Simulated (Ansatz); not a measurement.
SrMoO4 in space group I4_1/a (No. 88; Sr on 4a, Mo on 4b, O on 16f), DFT-PBEsol in the program Ansatz with PAW potentials, all energies at zero smearing, with the estimated change up to a 700 eV cutoff added, with one set of potentials and settings (totals compare only within such a set). Cell of 12 atoms (2 Sr, 2 Mo, 8 O): -21276.978 eV.

| element | reference phase | E (eV/atom) |
|---|---|---|
| Sr | Fm-3m, 1 atoms in the cell | -3492.2134 |
| Mo | Im-3m, 1 atoms in the cell | -4897.4695 |
| O | C2/m, 4 atoms in the cell, spin-polarised | -558.3554 |

Formation energy per atom, worked out: (-21276.978 − 2×(-3492.2134) − 2×(-4897.4695) − 8×(-558.3554))/12 = -2.564 eV/atom (-247 kJ per mol of atoms), at 0 K, without zero-point energy or fitted corrections.

The workflow started from a Materials Project entry (that database holds measured and hypothetical structures alike); the Crystallography Open Database files this formula in space group No. 88, but the cells were not matched. Whether it is the stable phase at ambient conditions was not checked. Symmetry was held in the PBEsol relaxation; whether a distortion lowers the energy is not shown. The run is not spin-polarised. No Hubbard U is applied. The references are the lowest solids computed at this level, not always the standard phases (solids in place of the gases).

Potentials: the later of the program's two PAW sets.
